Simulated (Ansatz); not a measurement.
MgAl₃N₃O:
```yaml
crystal:
  lattice:
    - [5.04020, 0.00000, 0.00000]
    - [0.00000, 3.14731, 0.00000]
    - [-0.01058, 0.00000, 5.48235]
  atoms:
    - { symbol: Mg, position: [0.48974, 0.00000, 0.33403] }
    - { symbol: Al, position: [0.01513, 0.50000, 0.15426] }
    - { symbol: O, position: [0.90552, 0.00000, 0.33403] }
    - { symbol: N, position: [0.37015, 0.50000, 0.15098] }
    - { symbol: Al, position: [0.48683, 0.50000, 0.83586] }
    - { symbol: Al, position: [0.00751, 0.00000, 0.67784] }
    - { symbol: N, position: [0.87262, 0.50000, 0.83108] }
    - { symbol: N, position: [0.37249, 0.00000, 0.68193] }
```

Relaxed with r²SCAN.

**Question.** Map the electron localisation function on the plane through (0.490, 0.000, 0.334) spanned by u = [1, 0, 0] and v = [0, 0, 1] in lattice vectors, from DFT-r²SCAN in the program Ansatz with PAW potentials.

**Answer.** x is the fraction of u, y of v (the angle between them is 90°; rows are the nearest grid lines); atoms in the plane: Mg at (0.00, 0.00), O at (0.42, 0.00), Al at (0.52, 0.34), N at (0.88, 0.35).
```
|01330289963379973000003310|
|12420289975589862000002321|
|33310279988899852000001333|
|00000136788887521000000000|
|00000013456654210000000000|
|00000001122222100000000000|
|00000000000000000000000000|
|00000000000000000000000000|
|00000000000000000000000000|
|21100000000111000011112222|
|53210000011111111123455555|
|76310000111111112456778887|
|87520000111100013678899998|
|98631000111000004899988999|
|98741001110000005999865689|
|88752000000022005999720168|
|99752000000000005999864689|
|99741000111100005899998999|
|98631001345642113789999999|
|53210013578887311468899865|
|00000136889998621135664210|
|33310279998899852000001333|
|12320289975589863000002321|
|01330289963379973000003310|
```
Scale: ten equal steps from 0.001 (start of '0') to 0.870 (end of '9'), in the order '0123456789'; x runs from 0.000 to 1.00, y from 0.000 (bottom) to 1.00 (top).

The density is the valence pseudo-density with augmentation charge, so density and ELF within about 1 Å of a nucleus are not all-electron values.

Space group Pm. The start of the workflow was typed in or built on a structure type; neither database checked (COD, Materials Project) lists it. Its standing as an ambient phase is unchecked. The cell was relaxed with r²SCAN under the symmetry of its start; its stability against distortions is not shown here.

Potentials: the earlier of the program's two PAW sets.
